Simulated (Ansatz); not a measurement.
AlNi (CsCl type): values from a third-order Birch-Murnaghan fit to a volume scan beside measured ones. Computed values: PBE (plane waves to 420 eV, PAW, scalar-relativistic; Ansatz, an electronic-structure program). AlNi is run without spin polarisation. AlNi was relaxed with its symmetry unable to fall.

```tsv
quantity	reference	kind	PBE	difference
Lattice constant a (Å)	2.882	measured, corrected to the static lattice	2.893	+0.4 %
Bulk modulus B₀ (GPa)	156	measured, room temperature or unstated	159	+2.0 %
```

PBE overestimates the lattice constant a by 0.4 %.

References as given in: H. Levämäki, M. P. J. Punkkinen, K. Kokko et al., Physical Review B (2014), arXiv:1402.3671; Yamada, Ryo, Mohri, Tetsuo, (2019), arXiv:1910.09660. Values not taken to low temperature hold thermal and zero-point shifts that a static calculation lacks, so small differences there are no errors of the method.

(Under strain, the slope of the energy per volume gives the stress and its curvature an elastic modulus.)
